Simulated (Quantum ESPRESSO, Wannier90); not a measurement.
**GaS (R-3m): Wannier90 run**

```xyz
4
Lattice="-1.8018 3.1209 0.0000 -3.6036 0.0000 0.0000 -1.8018 1.0403 7.9893" Properties=species:S:1:pos:R:3 pbc="T T T"
Ga     0.0000     0.0000    -1.2180
Ga     0.0000     0.0000     1.2180
S      1.8018    -1.0403    -2.2837
S     -1.8018     1.0403     2.2837
```

Cell from Materials Project (mp-9889), symmetrised, no further relaxation. Not found in the COD (Crystallography Open Database) copy used, which has the formula in other groups; not checked further. Computed values, not measurements, from LDA: Quantum ESPRESSO (norm-conserving PseudoDojo potentials, cutoff 64 Ry, no spin polarisation, no spin-orbit coupling) on a Γ-centred 8×8×8 mesh, then Wannier90. Density: 10×10×10 mesh, cold smearing 0.01 Ry. The cell is built of weakly bound layers, chains or molecules, whose nearest atoms lie 4.00 Å apart. Database cells relaxed without dispersion often hold them too far apart, which can enlarge gaps and weakens couplings between them; spacing and stacking were not compared with the measured crystal.

Bands 11-12 form an isolated set from -14.03 to -11.94 eV relative to the valence-band maximum (on the path) and are turned into 2 Wannier functions by minimising the spread from the start: atomic waves S 3s.

Centres (Cartesian, Å; one of the equivalent choices) and spreads:

```tsv
n	x	y	z	spread (Å²)	nearest atom
1	1.802	-1.040	-1.987	2.013	S3
2	-1.802	1.040	1.987	2.013	S4
```

Ω_I = 4.02 Å², Ω_total = 4.03 Å²; the interpolated bands follow pw.x to 0.3 meV rms on the path. Only this start was tried; a symmetric start can stop on a saddle, and mixtures of these functions could lower the total by at most Ω_total − Ω_I.
